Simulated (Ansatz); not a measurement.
RuS₂:
```cif
data_Ru4S8
_chemical_formula_sum 'Ru4 S8'
_space_group_name_H-M_alt 'Pa-3'
_space_group_IT_number 205
_space_group_name_Hall '-P 2ac 2ab 3'
_cell_length_a 5.58036
_cell_length_b 5.58036
_cell_length_c 5.58036
_cell_angle_alpha 90.000
_cell_angle_beta 90.000
_cell_angle_gamma 90.000
loop_
_atom_site_label
_atom_site_type_symbol
_atom_site_symmetry_multiplicity
_atom_site_Wyckoff_symbol
_atom_site_fract_x
_atom_site_fract_y
_atom_site_fract_z
_atom_site_occupancy
Ru1 Ru 4 a 0.00000 0.00000 0.00000 1
S1 S 8 c 0.38630 0.38630 0.38630 1
```

Relaxed with PBEsol.

Q: Which orbitals make up the states near the band edges in PBEsol (plane waves, PAW; program Ansatz)?

A: Top 1 eV of the valence band: Ru 4d 76 %, S 3p 19 %. Bottom 1 eV of the conduction band: S 3p 69 %, Ru 4d 17 %, outside the projected shells 10 %. Projections are on Löwdin-orthogonalised atomic valence shells; empty p or d shells of many metals are not among them.

Q: Tabulate the density of states.

A: States/eV per cell of 12 atoms, in 0.25 eV bins, energy from the valence-band maximum.

```csv
E (eV),total,S 3p,Ru 4d,S 3s
-7.86,0.00,0.00,0.00,0.00
-7.61,0.00,0.00,0.00,0.00
-7.36,0.00,0.00,0.00,0.00
-7.11,0.32,0.26,0.04,0.00
-6.86,16.46,12.59,2.79,0.37
-6.61,9.06,6.72,1.72,0.24
-6.36,3.74,2.76,0.71,0.08
-6.11,6.01,4.24,1.28,0.16
-5.86,9.16,6.33,2.12,0.23
-5.61,7.67,5.01,2.20,0.18
-5.36,8.12,5.12,2.63,0.14
-5.11,4.58,2.96,1.37,0.09
-4.86,9.10,5.70,2.94,0.25
-4.61,9.96,6.48,2.96,0.27
-4.36,9.85,6.39,2.93,0.29
-4.11,8.22,5.20,2.52,0.25
-3.86,4.91,3.09,1.48,0.13
-3.61,8.54,5.60,2.27,0.26
-3.36,7.66,5.22,1.81,0.24
-3.11,5.97,4.06,1.44,0.20
-2.86,7.48,5.24,1.69,0.22
-2.61,9.21,6.48,2.14,0.23
-2.36,6.18,4.17,1.65,0.13
-2.11,5.37,3.46,1.63,0.11
-1.86,2.43,1.64,0.68,0.04
-1.61,0.99,0.20,0.73,0.01
-1.36,17.29,3.35,12.94,0.33
-1.11,17.33,3.21,13.24,0.29
-0.86,15.47,2.35,12.38,0.21
-0.61,17.15,2.91,13.39,0.20
-0.36,15.15,3.43,11.04,0.08
-0.11,12.62,2.90,9.17,0.05
0.14,0.00,0.00,0.00,0.00
0.39,0.00,0.00,0.00,0.00
0.64,0.06,0.05,0.00,0.00
0.89,0.20,0.15,0.02,0.01
1.14,0.35,0.24,0.06,0.01
1.39,0.62,0.39,0.14,0.03
1.64,1.17,0.62,0.36,0.08
1.89,2.84,1.21,1.13,0.27
2.14,6.70,2.62,2.86,0.73
2.39,11.39,5.09,4.37,1.11
2.64,10.58,4.54,4.46,0.84
2.89,11.48,5.44,4.51,0.83
3.14,12.80,6.63,4.57,0.89
3.39,4.79,2.52,1.73,0.19
3.64,10.33,5.58,3.75,0.30
3.89,9.15,4.98,3.26,0.21
4.14,5.97,3.14,2.22,0.10
4.39,4.31,2.26,1.62,0.04
4.64,2.36,1.23,0.93,0.02
4.89,0.80,0.42,0.32,0.00
5.14,0.13,0.07,0.05,0.00
```

The cell was relaxed with PBEsol under the symmetry of its start. No spin polarisation was allowed. Scalar-relativistic: spin–orbit coupling is off unless named, which matters more the heavier the elements.

Potentials: the later of the program's two PAW sets.
